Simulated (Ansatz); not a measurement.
Structure types of K compared at 0.041 GPa

Structure types of K are relaxed in primitive cells with their symmetry kept at 0.041 GPa, first on PAW files, then by LAPW. The enthalpy is E + pV at zero temperature, without zero-point motion. Only the types listed were tried, and differences under about 5 meV/atom are mesh noise.

Computed with Ansatz 0.2.0; functional LDA, scalar-relativistic. Settings: Fermi–Dirac smearing of 0.05 eV, no spin polarisation. Methods: LAPW: all electrons, basis error target 0.5 meV/atom; PAW: frozen-core files, cutoff 420 eV.

k meshes: fcc 11×11×11, bcc 11×11×11, hcp 10×10×6, diamond 8×8×8, beta tin 10×10×10, simple hexagonal 10×10×10.

The PAW files were made under PBE.

| start type | ends as | a, b, c (Å) | V (Å³/atom) | H − H(lowest), LAPW (meV/atom) |
| --- | --- | --- | --- | --- |
| fcc | fcc, Fm-3m | 6.341, 6.341, 6.341 | 63.75 | 2.7 |
| bcc | bcc, Im-3m | 5.033, 5.033, 5.033 | 63.75 | 0.0 |
| hcp | hcp, P6_3/mmc | 4.496, 4.496, 7.284 | 63.75 | 0.5 |
| diamond | diamond, Fd-3m | 9.054, 9.054, 9.054 | 92.79 | ? |
| beta tin | beta tin, I4_1/amd | 7.879, 7.879, 4.251 | 65.98 | ? |
| simple hexagonal | simple hexagonal, P6/mmm | 4.333, 4.333, 4.054 | 65.90 | 66.4 |

Fill in "H − H(lowest), LAPW (meV/atom)" for the row "diamond".

323.4.

What belongs in the row "beta tin", column "H − H(lowest), LAPW (meV/atom)"?

70.8.
